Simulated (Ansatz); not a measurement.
Ge2Sb2Te5 (Ge2Sb2Te5-Kooi type, space group P-3m1)

```yaml
crystal:
  lattice:
    - [4.29328, 0.00000, 0.00000]
    - [-2.14664, 3.71809, 0.00000]
    - [0.00000, 0.00000, 17.63419]
  atoms:
    - { symbol: Te, position: [0.00000, 0.00000, 0.00000] }
    - { symbol: Ge, position: [0.66667, 0.33333, 0.09824] }
    - { symbol: Ge, position: [0.33333, 0.66667, 0.90176] }
    - { symbol: Te, position: [0.33333, 0.66667, 0.19409] }
    - { symbol: Te, position: [0.66667, 0.33333, 0.80591] }
    - { symbol: Sb, position: [0.00000, 0.00000, 0.30944] }
    - { symbol: Sb, position: [0.00000, 0.00000, 0.69056] }
    - { symbol: Te, position: [0.66667, 0.33333, 0.40641] }
    - { symbol: Te, position: [0.33333, 0.66667, 0.59359] }
```

The volume is varied about the relaxed value V₀ at fixed cell shape. The atoms relax within the cell's symmetry.

Computed with PBE (plane waves to 420 eV, PAW, scalar-relativistic; Ansatz, a first-principles code). k mesh 9×9×2 (Γ-centred), Fermi-Dirac smearing 0.05 eV. E stands for the smeared free energy. Compression counts positive. With the shape held, the modulus is that of even scaling; a crystal free to change shape is softer. Ge2Sb2Te5 was relaxed with its symmetry unable to fall. Spin-orbit coupling is left out, though Sb and Te are heavy. ΔE is measured from the relaxed starting cell.

The scan covers V/V₀ from 0.900 to 1.100 in 13 points.

**Question.** What pressure does the cell carry at V/V₀ = 0.900?

**Answer.** 4.13 GPa.

**Question.** What is ΔE at V/V₀ = 1.100?

**Answer.** 17.8 meV/atom.

**Question.** What is ΔE at V/V₀ = 0.900?

**Answer.** 34.5 meV/atom.

(Under strain, the slope of the energy per volume gives the stress and its curvature an elastic modulus.)
